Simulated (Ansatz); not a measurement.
V3Ru:
```cif
data_RuV3
_chemical_formula_sum 'V3 Ru1'
_space_group_name_H-M_alt 'P 1'
_space_group_IT_number 1
_cell_length_a 4.20403
_cell_length_b 4.20403
_cell_length_c 4.20403
_cell_angle_alpha 60.000
_cell_angle_beta 60.000
_cell_angle_gamma 60.000
loop_
_space_group_symop_operation_xyz
  'x, y, z'
loop_
_atom_site_label
_atom_site_type_symbol
_atom_site_fract_x
_atom_site_fract_y
_atom_site_fract_z
_atom_site_occupancy
V1 V 0.25000 0.25000 0.25000 1
V2 V 0.75000 0.75000 0.75000 1
V3 V 0.50000 0.50000 0.50000 1
Ru1 Ru 0.00000 0.00000 0.00000 1
```

Relaxed with r²SCAN.

Q: Which orbitals make up the states near the Fermi level in plane-wave PAW r²SCAN (Ansatz code)?

A: Within 0.5 eV of the Fermi level: V 3d 75 %, Ru 4d 11 %, V 4s 6 %, outside the projected shells 7 %. Projections are on Löwdin-orthogonalised atomic valence shells; empty p or d shells of many metals are not among them.

Q: Tabulate the density of states.

A: States/eV per cell of 4 atoms, in 0.25 eV bins, energy from the Fermi level.

| E (eV) | total | V 3d | Ru 4d | V 4s |
|---|---|---|---|---|
| -7.80 | 0.00 | 0.00 | 0.00 | 0.00 |
| -7.55 | 0.08 | 0.00 | 0.00 | 0.05 |
| -7.30 | 0.15 | 0.00 | 0.00 | 0.10 |
| -7.05 | 0.20 | 0.00 | 0.00 | 0.13 |
| -6.80 | 0.25 | 0.00 | 0.00 | 0.16 |
| -6.55 | 0.30 | 0.00 | 0.00 | 0.19 |
| -6.30 | 0.36 | 0.01 | 0.01 | 0.22 |
| -6.05 | 0.42 | 0.01 | 0.01 | 0.25 |
| -5.80 | 0.49 | 0.02 | 0.02 | 0.29 |
| -5.55 | 0.58 | 0.03 | 0.04 | 0.33 |
| -5.30 | 0.71 | 0.05 | 0.07 | 0.38 |
| -5.05 | 0.94 | 0.10 | 0.15 | 0.45 |
| -4.80 | 2.79 | 0.62 | 1.01 | 0.80 |
| -4.55 | 3.09 | 0.92 | 1.43 | 0.58 |
| -4.30 | 4.40 | 1.51 | 2.00 | 0.65 |
| -4.05 | 6.51 | 2.17 | 3.24 | 0.78 |
| -3.80 | 4.29 | 1.41 | 2.37 | 0.28 |
| -3.55 | 5.03 | 1.96 | 2.45 | 0.17 |
| -3.30 | 6.30 | 2.08 | 3.83 | 0.07 |
| -3.05 | 8.81 | 2.70 | 5.72 | 0.04 |
| -2.80 | 3.34 | 1.03 | 2.01 | 0.10 |
| -2.55 | 2.21 | 1.09 | 0.69 | 0.27 |
| -2.30 | 2.16 | 1.10 | 0.58 | 0.34 |
| -2.05 | 1.57 | 0.80 | 0.41 | 0.27 |
| -1.80 | 2.32 | 1.70 | 0.29 | 0.20 |
| -1.55 | 3.47 | 2.73 | 0.33 | 0.20 |
| -1.30 | 5.17 | 4.15 | 0.44 | 0.30 |
| -1.05 | 7.56 | 6.37 | 0.47 | 0.36 |
| -0.80 | 7.12 | 5.79 | 0.53 | 0.38 |
| -0.55 | 6.03 | 4.89 | 0.43 | 0.34 |
| -0.30 | 3.82 | 2.93 | 0.35 | 0.22 |
| -0.05 | 2.20 | 1.56 | 0.28 | 0.15 |
| 0.20 | 1.85 | 1.33 | 0.28 | 0.10 |
| 0.45 | 2.13 | 1.49 | 0.30 | 0.10 |
| 0.70 | 3.35 | 2.48 | 0.56 | 0.08 |
| 0.95 | 4.58 | 3.57 | 0.73 | 0.07 |
| 1.20 | 8.12 | 6.18 | 1.62 | 0.07 |
| 1.45 | 9.01 | 6.48 | 2.24 | 0.11 |
| 1.70 | 4.20 | 3.37 | 0.68 | 0.06 |
| 1.95 | 4.08 | 3.54 | 0.47 | 0.02 |
| 2.20 | 3.45 | 3.00 | 0.38 | 0.03 |
| 2.45 | 9.31 | 8.47 | 0.69 | 0.06 |

Space group Fm-3m. The workflow started from a Materials Project entry (that database holds measured and hypothetical structures alike); the Crystallography Open Database copy checked does not list it. With V and Ru taken as one species the cell has the higher symmetry Im-3m, so it may be an ordered model of a mixed-site phase. Whether it is the stable phase at ambient conditions was not checked. Symmetry was held in the r²SCAN relaxation; its stability against distortions is not shown here. No spin polarisation was allowed. Spin–orbit coupling is left out wherever it is not named.

Potentials: the later of the program's two PAW sets.
